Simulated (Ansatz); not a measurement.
According to the program Ansatz at the r²SCAN level (PAW), MgO in the tetragonal phase (P4_2/mnm; Mg on 4g, O on 4f) relaxes to a = 5.502 Å, c = 3.268 Å. Its formation energy from the elements is -2.80 eV/atom, with no fitted shifts.

The Kohn–Sham gap is 4.15 eV (smallest direct gap 4.17 eV). The valence maximum lies on the M–Γ line, 84 % of the way from M and the conduction minimum at Γ. The screened hybrid HSE06 puts the gap at 5.11 eV. The electron mass is 0.38 mₑ (isotropic). The hole mass is 0.90, 3.1, 7.9 mₑ (principal values).

The bulk modulus is 1110 kbar. The relaxed-ion elastic constants in GPa are C11 = 131, C12 = 100, C13 = 98.7, C33 = 218, C44 = 48.5, C66 = 72.0. The elastic constants imply a Debye temperature near 560 K. Bader charges are Mg +1.73, O -1.73 e.

The start of the workflow was typed in or built on a structure type; neither database checked (COD, Materials Project) lists it. It is not the phase usual at ambient conditions (space group No. 225). Symmetry was held in the r²SCAN relaxation; whether a distortion lowers the energy is not shown. The references are the lowest solids computed at this level, not always the standard phases (solids in place of the gases).

Potentials: the earlier of the program's two PAW sets. The files were generated under PBE; for other functionals the program regenerates the frozen cores, and for LDA and PBEsol the local potential too.
